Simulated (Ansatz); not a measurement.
Tl:
```yaml
crystal:
  lattice:
    - [3.49345, 0.00000, 0.00000]
    - [-1.74673, 3.02542, 0.00000]
    - [0.00000, 0.00000, 5.58922]
  atoms:
    - { symbol: Tl, position: [0.33333, 0.66667, 0.75000] }
    - { symbol: Tl, position: [0.66667, 0.33333, 0.25000] }
```

Relaxed with PBE+D3(BJ).

Problem. Which orbitals make up the states near the Fermi level in plane-wave PAW PBE+D3(BJ) (Ansatz code)?

Solution. Within 0.5 eV of the Fermi level: Tl 6p 77 %, Tl 6s 21 %. Projections are on Löwdin-orthogonalised atomic valence shells; empty p or d shells of many metals are not among them.

Problem. Tabulate the density of states.

Solution. States/eV per cell of 2 atoms, in 0.25 eV bins, energy from the Fermi level.

```tsv
E (eV)	total	Tl 6p	Tl 6s	Tl 5d
-7.85	0.46	0.21	0.25	0.01
-7.60	0.50	0.22	0.26	0.01
-7.35	0.53	0.23	0.28	0.01
-7.10	0.57	0.24	0.31	0.02
-6.85	0.60	0.25	0.33	0.02
-6.60	0.64	0.26	0.37	0.02
-6.35	0.69	0.26	0.41	0.02
-6.10	0.75	0.27	0.46	0.02
-5.85	0.87	0.28	0.57	0.03
-5.60	0.93	0.27	0.63	0.03
-5.35	0.91	0.24	0.65	0.03
-5.10	0.93	0.21	0.70	0.03
-4.85	0.88	0.17	0.69	0.02
-4.60	0.95	0.16	0.77	0.02
-4.35	1.57	0.25	1.28	0.03
-4.10	1.40	0.15	1.22	0.02
-3.85	0.60	0.04	0.55	0.01
-3.60	0.01	0.00	0.01	0.00
-3.35	0.00	0.00	0.00	0.00
-3.10	0.00	0.00	0.00	0.00
-2.85	0.00	0.00	0.00	0.00
-2.60	0.01	0.01	0.00	0.00
-2.35	0.10	0.10	0.00	0.00
-2.10	0.31	0.29	0.02	0.00
-1.85	0.46	0.42	0.04	0.00
-1.60	0.63	0.55	0.06	0.01
-1.35	0.80	0.69	0.09	0.01
-1.10	1.20	1.02	0.15	0.02
-0.85	1.48	1.23	0.22	0.02
-0.60	1.13	0.93	0.17	0.02
-0.35	1.01	0.79	0.18	0.01
-0.10	0.86	0.65	0.19	0.01
0.15	0.83	0.62	0.19	0.01
0.40	0.94	0.72	0.20	0.01
0.65	1.10	0.85	0.22	0.01
0.90	1.08	0.84	0.21	0.01
1.15	0.87	0.68	0.16	0.01
1.40	1.10	0.88	0.18	0.01
1.65	1.19	0.97	0.17	0.01
1.90	1.05	0.84	0.16	0.01
2.15	0.94	0.75	0.15	0.01
2.40	1.03	0.84	0.15	0.01
2.65	1.20	0.97	0.17	0.01
2.90	0.99	0.83	0.11	0.01
3.15	1.04	0.87	0.11	0.01
3.40	1.05	0.89	0.10	0.01
3.65	1.14	0.97	0.10	0.01
3.90	1.36	1.15	0.11	0.01
4.15	1.42	1.21	0.11	0.01
4.40	1.33	1.13	0.09	0.01
4.65	1.30	1.10	0.08	0.01
```

Space group P6_3/mmc (hcp (Mg type)). The PBE+D3(BJ) relaxation kept the symmetry of its start. The pairwise dispersion correction was not fitted to metals. Spin–orbit coupling is left out wherever it is not named.

Potentials: the later of the program's two PAW sets.
